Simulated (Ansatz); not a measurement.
PtC (zinc blende, F-43m) under volume change, PBEsol in the plane-wave PAW code Ansatz, scaled uniformly.

```csv
V (Å³/atom),E − E(relaxed) (meV/atom),P (GPa)
11.578,92.9,28.43
11.960,38.8,17.28
12.341,9.1,7.90
12.723,0.0,-0.01
13.105,8.2,-6.68
13.486,31.0,-12.30
13.868,66.1,-17.01
```

What does a third-order Birch–Murnaghan fit give for V₀, B₀ and B′?

V₀ = 12.72 Å³/atom, B₀ = 242 GPa, B′ = 4.7.

The start of the workflow was typed in or built on a structure type; neither database checked (COD, Materials Project) lists it. Whether it is the stable phase at ambient conditions was not checked. The cell was relaxed with PBEsol under the symmetry of its start; its stability against distortions is not shown here. No spin polarisation was allowed. Its formation energy is positive at this level, so the cell may be metastable or incomplete. Spin–orbit coupling is left out wherever it is not named.

Potentials: the later of the program's two PAW sets.
